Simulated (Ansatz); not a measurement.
The following input was run with Ansatz 0.2.0.

```yaml
crystal:
  lattice:
    - [4.2873533989, 0.0, 0.0]
    - [0.0, 4.2873533989, 0.0]
    - [0.0, 0.0, 8.8050730591]
  atoms:
    - { symbol: Sr, position: [0.0, 0.5, 0.6672877523] }
    - { symbol: Sr, position: [0.5, 0.0, 0.3327122477] }
    - { symbol: Sn, position: [0.5, 0.0, 0.9483473772] }
    - { symbol: Sn, position: [0.0, 0.5, 0.0516526228] }
    - { symbol: P, position: [0.0, 0.5, 0.3268141296] }
    - { symbol: P, position: [0.5, 0.0, 0.6731858704] }
basis:
  ecutwfc: 500
kpoints:
  mp_grid: { grid: [8, 8, 4] }
hamiltonian:
  xc: r2scan
scf:
  occupations: { method: gaussian, width: 0.1 }
output:
  forces: true
  stress: true
  eigenvalues: true
relax:
  adjacent_minimum: "off"
  f_tol: 0.01
  max_steps: 30
  cell: { stress_tol: 0.1, fix: [volume] }
```

Command:
```bash
ansatz run input.yaml --threads 2 --pin off --max-ram 5120MiB --backend cpu --events-out ev --progress --plain --runs-dir out
```

Method: Ansatz, DFT r2SCAN, scalar-relativistic, plane waves, PAW.

Abridged output (final results; tables in files aren't shown):

```
SCF 6 converged in 6 iterations: F = -20711.004432 eV  dr2 = 2.77e-11
SCF converged after 6 iterations
Free energy (F): -20711.004432 eV
Harris-Foulkes:  -20711.004432 eV  (|F-HF|=2.18e-11)
Internal energy: -20710.997671 eV  (E = F + TS)
E sigma→0 (E₀):  -20711.001052 eV
Entropy (-TS):   -0.006761 eV (-1.127 meV/atom)
Fermi energy:    8.484512 eV
--- Per-component energies (eV) ---
  E_band       = -404.981305
  E_kinetic    = 1009.157306
  E_local      = -3817.368041  (includes V_loc(G=0)·N_el)
  E_nonlocal   = 404.843659
  E_hartree    = 1743.624837
  E_xc         = -1195.653578
  E_vxc        = -697.200203  (∫ρ·V_xc dr)
  E_paw        = -14903.239221  (= ΣΔE_a)
  E_vpaw       = -829.310515  (= ΣTr[D̂ρ^β])
  E_aug_tail   = -0.000001  (compensation charges beyond the density's cutoff)
  E_vtau       = 37.647096  (kinetic-family band-sum trace: ∫τ·v_τ [+ j·A + Jᵃ·Aᵃ] dr)
  E_ewald      = -3953.359514
  E_core_change = 0.996882  (= ΣΔE_core)
  E_smearing   = -0.006761  (= −TS)
--- Forces (eV/Å), atoms counted from 1 ---
  atom   1  Sr     0.00000000     0.00000000     0.00021522
  atom   2  Sr     0.00000000     0.00000000    -0.00021522
  atom   3  Sn     0.00000000     0.00000000    -0.00006542
  atom   4  Sn     0.00000000     0.00000000     0.00006542
  atom   5  P      0.00000000     0.00000000    -0.00045103
  atom   6  P      0.00000000     0.00000000     0.00045103
--- Stress (GPa, compression-positive) ---
        3.205702       0.000000       0.000000
        0.000000       3.205702       0.000000
        0.000000       0.000000       3.206327
  P = ⅓ Tr σ = 3.2059 GPa (32.059 kbar)
--- Band table (eV; the first three rows and the last of 45) ---
  k-point 0: bands = ["-27.5174", "-27.5041", "-13.9237", "-13.8392", "-13.7871", "-13.7420", "-13.6933", "-13.6933", "-13.6907", "-13.6907", "-13.6678", "-13.5862", "-9.1831", "-9.0537", "-8.9114", "-8.9114", "-8.8571", "-8.8571", "-2.9254", "-1.9431", "-0.2046", "3.7986", "5.5779", "6.6537", "6.6537", "7.0634", "7.8932", "7.8932", "8.4902", "8.4902", "9.8296", "10.9030", "11.5945", "12.6543", "12.7851"]
  k-point 1: bands = ["-27.5174", "-27.5042", "-13.9237", "-13.8392", "-13.7872", "-13.7422", "-13.6933", "-13.6933", "-13.6907", "-13.6907", "-13.6678", "-13.5862", "-9.1783", "-9.0585", "-8.9108", "-8.9108", "-8.8578", "-8.8578", "-2.8459", "-2.0559", "-0.1792", "3.5732", "6.0845", "6.6475", "6.6475", "7.2054", "7.7544", "7.7544", "8.7649", "8.7649", "9.8845", "10.4532", "10.7537", "12.2149", "12.2149"]
  k-point 2: bands = ["-27.5173", "-27.5042", "-13.9237", "-13.8392", "-13.7873", "-13.7423", "-13.6933", "-13.6933", "-13.6907", "-13.6907", "-13.6678", "-13.5862", "-9.1730", "-9.0638", "-8.9101", "-8.9101", "-8.8584", "-8.8584", "-2.7374", "-2.1964", "-0.1546", "3.4005", "6.6413", "6.6413", "6.6665", "7.3414", "7.6651", "7.6651", "9.0188", "9.0188", "9.5617", "9.9563", "10.6011", "11.7037", "11.7037"]
  k-point 44: bands = ["-27.4993", "-27.4993", "-13.8256", "-13.8256", "-13.7323", "-13.7323", "-13.7016", "-13.7016", "-13.6990", "-13.6990", "-13.6933", "-13.6933", "-9.0857", "-9.0857", "-9.0420", "-9.0420", "-8.9636", "-8.9636", "-1.8463", "-1.8463", "2.0376", "2.0376", "4.3689", "4.3689", "6.4068", "6.4068", "6.5597", "6.5597", "7.8408", "7.8408", "9.6098", "9.6098", "11.2411", "11.2411", "13.9133"]
--- Relaxed structure (5 steps of the walk, 5 accepted, 1 SCFs on fresh bases) ---
  F+E_penalty+E_count = -20711.00443214 eV   max|allowed force component| = 4.510e-4 eV/Å   (the final SCF, on the basis selected at the relaxed cell)
  cell:  # Å, volume = 161.8496 Å³
    - [4.28631704, 0.0, 0.0]
    - [0.0, 4.28631704, 0.0]
    - [0.0, 0.0, 8.80933137]
  atoms:
    - { symbol: Sr, position: [0.0, 0.5, 0.66796744] }
    - { symbol: Sr, position: [0.5, 0.0, 0.33203255] }
    - { symbol: Sn, position: [0.5, 0.0, 0.94855591] }
    - { symbol: Sn, position: [0.0, 0.5, 0.05144408] }
    - { symbol: P, position: [0.0, 0.5, 0.32812308] }
    - { symbol: P, position: [0.5, 0.0, 0.67187691] }
```

The relaxation met its thresholds.

Time: 93 s on 2 threads of Arm Neoverse V2, on a shared host, peak memory 0.86 GiB.